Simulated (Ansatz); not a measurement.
The cell below belongs to a search over invented structures; it isn't taken from experiment.

Input and command of a plane-wave DFT calculation in Ansatz:

```yaml
crystal:
  lattice:
    - [4.2769043258, 0.0, 0.0]
    - [-2.1384521629, 3.7039077957, 0.0]
    - [0.0, 0.0, 7.3552346578]
  atoms:
    - { symbol: Zr, position: [0.0, 0.0, 0.0] }
    - { symbol: Ti, position: [0.3333333333, 0.6666666667, 0.5] }
    - { symbol: Ti, position: [0.6666666667, 0.3333333333, 0.5] }
    - { symbol: Si, position: [0.0, 0.0, 0.655351606] }
    - { symbol: Si, position: [0.0, 0.0, 0.344648394] }
basis:
  ecutwfc: 420
kpoints:
  mp_grid: { grid: [12, 12, 6] }
hamiltonian:
  xc: pbe
scf:
  occupations: { method: gaussian, width: 0.1 }
output:
  forces: true
  stress: true
  eigenvalues: true
  write_density: true
  write_potential: true
  elf: true
  volumetric_format: npy
relax:
  adjacent_minimum: "off"
  f_tol: 0.01
  max_steps: 80
  cell: { stress_tol: 0.05 }
```

```bash
ansatz run input.yaml --threads 1 --pin off --max-ram 2560MiB --backend cpu --events-out ev --progress --plain --runs-dir out
```

Processor: Arm Neoverse V1, 1 thread, on a host shared with other jobs.

Q: Estimate time, memory and problem size.

A: About 66 s, peak memory 0.52 GiB. It solves 27 bands at 76 k points (after reduction by symmetry) with about 2287 plane waves (on the last cell), in 25 SCF iterations over 4 ionic steps.
